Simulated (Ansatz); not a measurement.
Relaxed Al₂Cu (Al2Cu type, space group I4/mcm):

```
Al2Cu
1.0
   -3.00102     3.00102     2.40723
    3.00102    -3.00102     2.40723
    3.00102     3.00102    -2.40723
Al Cu
4 2
Direct
  0.65893   0.15893   0.81786
  0.84107   0.65893   0.50000
  0.15893   0.34107   0.50000
  0.34107   0.84107   0.18214
  0.25000   0.25000   0.00000
  0.75000   0.75000   0.00000
```

Calculation: PBEsol (plane waves to 420 eV, PAW, scalar-relativistic; Ansatz, a program for electronic structure). k mesh 10×10×10 (Γ-centred), Fermi-Dirac smearing 0.05 eV. With partly filled bands, energies and forces of such displacements shift with the k mesh and the smearing. Al2Cu is run without spin polarisation. Al2Cu was relaxed with its symmetry unable to fall. The PAW data are Ansatz's earlier set.

One atom of the cell was then moved (with its periodic images), all else fixed, and the forces (eV/Å) came out as:

```json
[
 {"atom": "Al1", "Fx": "-0.307", "Fy": "-0.307", "Fz": "0.000"},
 {"atom": "Al2", "Fx": "0.041", "Fy": "0.034", "Fz": "0.000"},
 {"atom": "Al3", "Fx": "0.034", "Fy": "0.041", "Fz": "0.000"},
 {"atom": "Al4", "Fx": "0.182", "Fy": "0.182", "Fz": "0.000"},
 {"atom": "Cu5", "Fx": "0.025", "Fy": "0.025", "Fz": "0.000"},
 {"atom": "Cu6", "Fx": "0.025", "Fy": "0.025", "Fz": "0.000"}
]
```

Question: Which atom was moved, and by which vector (Å)?

Answer: Al1, by (0.07, 0.07, 0.00), 0.10 Å in all.

(A displaced cell: forces are minus the slopes of the energy, force constants its curvatures, and phonons follow from these.)
